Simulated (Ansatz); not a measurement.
Given:

TaAg:
Space group Pmma (No. 51); a = 4.709 Å, b = 2.751 Å, c = 5.220 Å, α = β = γ = 90.00°

```csv
atom,site,symmetry,x,y,z
Ag,2e,mm2,0.7500,0.0000,0.1473
Ta,2f,mm2,0.2500,0.5000,0.3486
```

This is the PBEsol-relaxed structure.

Problem. All from the program Ansatz at the PBEsol level (PAW), unless another level is named. Give the density of states at the Fermi level.

Solution. 0.47 states/eV per atom (mean over ±0.08 eV).

Problem. What about the formation energy from the elements (no fitted shifts)?

Solution. 0.33 eV/atom.

The start of the workflow was typed in or built on a structure type; neither database checked (COD, Materials Project) lists it. Whether it is the stable phase at ambient conditions was not checked. Symmetry was held in the PBEsol relaxation; phonons show weakly imaginary modes. The run is not spin-polarised. Its formation energy is positive at this level, so the cell may be metastable or incomplete. Axis ratios of metals converge slowly with the k-mesh, so a and c are less sure than the volume. The references are the lowest solids computed at this level, not always the standard phases. Scalar-relativistic: spin–orbit coupling is off unless named, which matters more the heavier the elements.

Potentials: the later of the program's two PAW sets.
